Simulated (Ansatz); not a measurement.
**Li₂Ca: do energies and stresses tell the same story?**

Method: DFT r2SCAN, scalar-relativistic, plane waves, PAW in Ansatz 0.2.0.

Cutoff 500 eV; k points 8×8×8 on the computed 6-atom cell (Γ-centred); Gaussian smearing, width 0.10 eV; no spin polarisation.

Relaxed cell: Fd-3m, a = 8.809 Å, b = 8.809 Å, c = 8.809 Å, α = 90.00°, β = 90.00°, γ = 90.00°, 6 atoms in the primitive cell. Whether it is the stable form of this composition wasn't checked.

Energies at zero smearing and pressures from the stress tensor, at volumes with shape and atoms relaxed:
```tsv
V (Å³/atom)	E − E(first) (meV/atom)	P (GPa)
25.060	0.00	2.511
25.914	-11.34	1.752
26.769	-18.88	1.089
27.623	-23.11	0.509
28.477	-24.45	0.001
29.332	-23.23	-0.445
30.186	-19.79	-0.836
31.325	-12.20	-1.284
```

Question: Check P = −dE/dV between neighbouring volumes, and get the bulk modulus from the pressures alone.

Answer: With 1 eV/Å³ = 160.2 GPa:
| middle V (Å³/atom) | −ΔE/ΔV (GPa) | mean P (GPa) |
| --- | --- | --- |
| 25.487 | 2.126 | 2.131 |
| 26.341 | 1.415 | 1.421 |
| 27.196 | 0.794 | 0.799 |
| 28.050 | 0.250 | 0.255 |
| 28.904 | -0.227 | -0.222 |
| 29.759 | -0.646 | -0.640 |
| 30.755 | -1.068 | -1.060 |

The two differ by 0.008 GPa at most. The mean of two end pressures misses the average over a step by about ΔV² P″/12, up to 0.008 GPa here; with that taken off 0.003 GPa remains. Around V = 28.477 Å³/atom, the two neighbours give B = −V ΔP/ΔV = 28.477 × 0.954 / 1.709 = 15.9 GPa, against B0 = 15.9 GPa from the Birch–Murnaghan fit of the energies.